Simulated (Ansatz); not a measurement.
## Relaxing a structure of Hf

The start is a relaxed Hf cell, doubled along one cell vector, shaken by Gaussian noise of σ = 0.08 Å a coordinate. A full variable-cell relaxation at zero pressure is run with PBEsol (plane waves to 420 eV, PAW, scalar-relativistic; Ansatz, a first-principles code). The first steps use a coarse 13×13×7 k-mesh.

Initial structure:
```
Hf
1.0
    0.00000     2.20927     2.20927
    2.20927     0.00000     2.20927
    4.41854     4.41854     0.00000
Hf
2
Direct
  0.54301   0.47012   0.26860
  0.50388   0.50282   0.77045
```

**Question.** What is the largest force in the starting geometry, and on which atom (counted from 1)?

**Answer.** 0.13 eV/Å, on Hf1, Hf2 (atoms numbered as listed).

**Question.** How much energy is released per atom?

**Answer.** Under 0.01 eV/atom.

**Question.** Does it find its way back to the structure it was made from?

**Answer.** It relaxes back to the parent, Fm-3m (No. 225).

**Question.** How do the shortest distances between atoms change?

**Answer.** The closest pairs of elements (up to four, under 3.6 Å), start → end: Hf–Hf 3.06 → 3.12 Å.

**Question.** What band gap does the relaxed structure have at this level?

**Answer.** No gap (metallic).

Final structure:

Space group Fm-3m (No. 225); a = b = c = 4.4190 Å, α = β = γ = 90.00°

```
atom  site  symmetry       x       y       z
----  ----  --------  ------  ------  ------
Hf      4a      m-3m  0.0000  0.0000  0.0000
```
(The calculation used a cell of 1 atom; values per cell refer to that cell.)

Final values are on a 18×18×18 k-mesh of the relaxed cell. No spin polarisation in the result.

The run could not lose the symmetry of its start, so the end can be a saddle point.

The relaxed structure here is a generated cell of Hf: the first start was made by placing the elements on the sites of a structure type, and the end was not matched to a known phase here, so it may be hypothetical. Known forms of Hf include space group No. 194.
